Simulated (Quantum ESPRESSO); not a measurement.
## Band energies of ZnTe at -1 % isotropic strain

```xyz
2
Lattice="0.0000 3.0018 3.0018 3.0018 0.0000 3.0018 3.0018 3.0018 0.0000" Properties=species:S:1:pos:R:3 pbc="T T T"
Zn     3.0018     3.0018     3.0018
Te     4.5027     4.5027     4.5027
```

norm-conserving PBE (stringent potentials; Quantum ESPRESSO, 107 Ry, without SOC); path ΓXWKΓLUWLK,UX; energies in eV from the valence-band maximum.

```csv
k (1/Å),point,band 18,band 19,band 20,band 21,band 22,band 23,band 24,band 25
0.00,Γ,-6.80,-6.80,0.00,0.00,0.00,1.48,4.36,4.36
0.35,,-6.81,-6.80,-1.94,-0.81,-0.81,2.98,3.69,5.63
0.70,,-6.78,-6.78,-4.09,-1.91,-1.91,2.29,3.16,8.07
1.05,X,-6.78,-6.57,-5.24,-2.35,-2.35,2.22,2.28,10.08
1.18,,-6.78,-6.56,-5.22,-2.46,-2.43,2.47,2.52,9.41
1.57,W,-6.82,-6.48,-5.10,-3.04,-2.82,4.70,4.86,5.87
1.94,K,-6.79,-6.52,-5.13,-3.31,-1.95,2.61,4.81,7.89
2.04,,-6.80,-6.54,-5.05,-3.40,-1.73,2.81,5.68,7.38
2.34,,-6.82,-6.77,-4.28,-2.67,-0.94,3.31,5.51,5.80
2.75,,-6.81,-6.80,-1.87,-0.75,-0.15,2.65,4.38,4.62
3.05,Γ,-6.80,-6.80,0.00,0.00,0.00,1.48,4.36,4.36
3.45,,-6.81,-6.81,-2.84,-0.47,-0.47,2.28,4.98,4.98
3.75,,-6.80,-6.80,-4.88,-0.88,-0.88,1.93,5.08,5.08
3.96,L,-6.80,-6.64,-5.46,-0.97,-0.97,1.85,5.04,5.04
4.17,,-6.80,-6.62,-5.36,-1.83,-1.18,2.65,4.73,5.53
4.49,,-6.80,-6.54,-5.10,-3.29,-1.80,2.75,5.37,7.24
4.60,U,-6.79,-6.52,-5.13,-3.31,-1.95,2.61,4.81,7.89
4.97,W,-6.82,-6.48,-5.10,-3.04,-2.82,4.70,4.86,5.87
5.24,,-6.81,-6.56,-5.11,-3.01,-1.96,3.83,4.61,6.35
5.61,,-6.80,-6.64,-5.44,-1.18,-1.02,2.06,4.93,5.13
5.71,L,-6.80,-6.64,-5.46,-0.97,-0.97,1.85,5.04,5.04
5.87,,-6.80,-6.63,-5.40,-1.51,-1.09,2.38,4.80,5.32
6.19,,-6.80,-6.55,-5.11,-3.17,-1.71,2.83,5.51,7.00
6.35,K,-6.79,-6.52,-5.13,-3.31,-1.95,2.61,4.81,7.89
6.35,U,-6.79,-6.52,-5.13,-3.31,-1.95,2.61,4.81,7.89
6.72,X,-6.78,-6.57,-5.24,-2.35,-2.35,2.22,2.28,10.08
```

The PBE gap is direct, 1.48 eV at Γ.

Without spin-orbit coupling, band edges of such heavy elements can be off by tenths of an eV.

Geometry strained from the cell relaxed with PBEsol, atoms relaxed again.
